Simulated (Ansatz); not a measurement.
Problem. Name crystals whose computed values (r²SCAN in the plane-wave PAW code Ansatz) fall in these windows: HSE06 gap (eV) 1.0 to 1.3; gap (eV) 0.34 to 0.44; electron conductivity mass (mₑ) 0.55 to 0.73.

Solution. 

```csv
crystal,HSE06 gap (eV),gap (eV),electron conductivity mass (mₑ)
"BaTiNOF, Pmmm (Pearson symbol oP5)",1.16,0.39,0.68
```
Others may fit too.

Typed or built starts, not in the databases checked: BaTiNOF, Pmmm (Pearson symbol oP5). Began spin-polarised and lost the moments: BaTiNOF, Pmmm (Pearson symbol oP5). The cell was relaxed under the symmetry of its start. Scalar-relativistic: spin–orbit coupling is off unless named, which matters more the heavier the elements.

Potentials: the earlier of the program's two PAW sets. The files were generated under PBE; for other functionals the program regenerates the frozen cores, and for LDA and PBEsol the local potential too.
